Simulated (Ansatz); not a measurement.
TaGe:
```yaml
crystal:
  lattice:
    - [-1.73872, 1.73872, 5.98471]
    - [1.73872, -1.73872, 5.98471]
    - [1.73872, 1.73872, -5.98471]
  atoms:
    - { symbol: Ta, position: [0.00075, 0.00075, 0.00000] }
    - { symbol: Ta, position: [0.75075, 0.25075, 0.50000] }
    - { symbol: Ge, position: [0.41525, 0.41525, 0.00000] }
    - { symbol: Ge, position: [0.16525, 0.66525, 0.50000] }
```

Relaxed with PBE. Special points in fractions of this cell's reciprocal vectors: Γ (0.000, 0.000, 0.000); X (0.000, 0.000, 0.500); P (0.250, 0.250, 0.250); N (0.000, 0.500, 0.000); M (0.500, 0.500, -0.500); S (0.271, 0.729, -0.271); S0 (-0.271, 0.271, 0.271); R (-0.042, 0.042, 0.500); G (0.500, 0.500, -0.042).

Problem. List the band energies nearest the Fermi level at these points for DFT-PBE in the program Ansatz with PAW potentials.

Solution. In eV from the Fermi level; about four levels below and three above (degenerate sets whole), none deeper than 8.9 eV; points with the same levels are listed once.

```json
[
 {"k": "Γ", "below": "-1.30 -0.87 -0.59 -0.59", "above": "0.08 0.08 1.95"},
 {"k": "X", "below": "-1.30 -1.30 -0.12 -0.12", "above": "3.63 3.63 3.77 3.77"},
 {"k": "P", "below": "-1.38 -1.38 -0.06 -0.06", "above": "3.63 3.63 3.76 3.76"},
 {"k": "N", "below": "-1.45 -0.83 -0.59 -0.54", "above": "1.11 1.38 2.24"},
 {"k": "M", "below": "-1.63 -1.63 -1.20 -1.20", "above": "1.56 1.56 2.20 2.20"},
 {"k": "S", "below": "-1.42 -1.03 -0.59 -0.54", "above": "0.89 1.57 2.48"},
 {"k": "R", "below": "-1.28 -1.28 -0.14 -0.14", "above": "3.46 3.46 3.80 3.80"}
]
```

Space group I4_1md. A made-up cell: these elements were put on the sites of a structure type; neither database checked (COD, Materials Project) lists it. Whether it is the stable phase at ambient conditions was not checked. The cell was relaxed with PBE under the symmetry of its start; its stability against distortions is not shown here. No spin polarisation was allowed. Scalar-relativistic: spin–orbit coupling is off unless named, which matters more the heavier the elements.

Potentials: the later of the program's two PAW sets.
